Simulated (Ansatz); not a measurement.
Starting cell, Ga2Pt (fluorite type, space group Fm-3m):

```yaml
crystal:
  lattice:
    - [0.00000, 5.86926, 5.86926]
    - [2.93463, 0.00000, 2.93463]
    - [2.93463, 2.93463, 0.00000]
  atoms:
    - { symbol: Ga, position: [0.37500, 0.75000, 0.75000] }
    - { symbol: Ga, position: [0.87500, 0.75000, 0.75000] }
    - { symbol: Ga, position: [0.12500, 0.25000, 0.25000] }
    - { symbol: Ga, position: [0.62500, 0.25000, 0.25000] }
    - { symbol: Pt, position: [0.00000, 0.00000, 0.00000] }
    - { symbol: Pt, position: [0.50000, 0.00000, 0.00000] }
```

The atoms are displaced by Q × the pattern below (from a DFPT mode at L = (0.5, 0.0, 0.0), largest move 1; Q in Å), at fixed cell. It is one choice among 2 degenerate patterns. (q is in reciprocal vectors of the primitive cell; the cell shown is doubled to hold the pattern.)

```tsv
atom	x	y	z
Ga1	-0.285	0.520	-0.805
Ga2	0.285	-0.520	0.805
Ga3	0.285	-0.520	0.805
Ga4	-0.285	0.520	-0.805
Pt5	-0.155	0.283	-0.438
Pt6	0.155	-0.283	0.438
```

Level of theory: LDA (plane waves to 420 eV, PAW, scalar-relativistic; Ansatz, a program for electronic structure). k mesh 7×14×14 (Γ-centred), Fermi-Dirac smearing 0.05 eV. The energy includes the smearing's −TS. With partly filled bands, energies and forces of such displacements shift with the k mesh and the smearing. Ga2Pt is run without spin polarisation. Ga2Pt was relaxed with its symmetry unable to fall. Spin-orbit coupling is left out, though Pt is heavy. This is a high-temperature form of Ga2Pt. ΔE is measured from the undisplaced structure. The last digit holds for this mesh only.

```tsv
Q (Å)	ΔE (meV/cell)
-0.180	871.6
-0.150	588.8
-0.120	withheld
-0.090	203.4
-0.060	89.2
-0.030	22.1
0.000	0.0
0.030	22.1
0.060	89.2
0.090	203.4
0.120	withheld
0.150	588.8
0.180	871.6
```

### Question
Fit an even polynomial form (powers 2, 4) to the given rows and predict ΔE at Q = -0.120.

### Answer
Least squares on the 11 given rows: ΔE = (24510)·Q² + (73810)·Q⁴, in meV/cell with Q in Å; root-mean-square residual 0.02 meV/cell. At -0.120 the fit gives 368.2 meV/cell; the calculation gives 368.2 meV/cell, the same to the digits shown. The quadratic term alone would give 352.9 meV/cell.

(For displaced atoms, the force is minus the slope of the energy, and its curvature is a force constant, which sets phonon frequencies.)
